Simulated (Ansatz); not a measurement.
**BaTiO₃: opening a crack plane**

BaTiO₃, Pm-3m, a = 4.019 Å. The structure is a COD entry; whether it is the stable form wasn't checked. Ansatz: PBE, PAW, 420 eV, Γ-centred 7×7×3 mesh on 15 atoms, Gaussian smearing 0.05 eV; no spin polarisation. One cut on (100) per cell of 15 atoms is opened rigidly by x, between planes of Ba+O and O+Ti that stand 2.01 Å apart; y is the energy per area (16.154 Å², 1 eV/Å² = 16.02 J/m²).

```tsv
x (Å)	y (J/m²)
0.00	0.000
0.25	0.209
0.50	0.583
0.75	0.944
1.00	1.241
1.50	?
2.00	1.835
3.00	1.988
4.50	2.043
6.00	2.059
```

Question: Fit the universal binding curve y = W[1 − (1 + x/l) e^(−x/l)] to the other rows, give the peak stress, and predict the missing value.

Answer: Least squares gives W = 2.03 J/m² and l = 0.482 Å. The stress dy/dx peaks at x = l with W/(e l) = 15.5 GPa, for rigid faces. At x = 1.50: x/l = 3.112, y = 1.658 J/m². The run gave 1.632 J/m², so the fit is 0.026 J/m² too high, within twice the rms miss on the fitted rows (0.019 J/m²).

Symmetry holds off the tilts and polar distortions that many cubic perovskites undergo.

Cost: 12 runs of about 10 core-minutes in all, on Arm Neoverse V2 (shared hosts).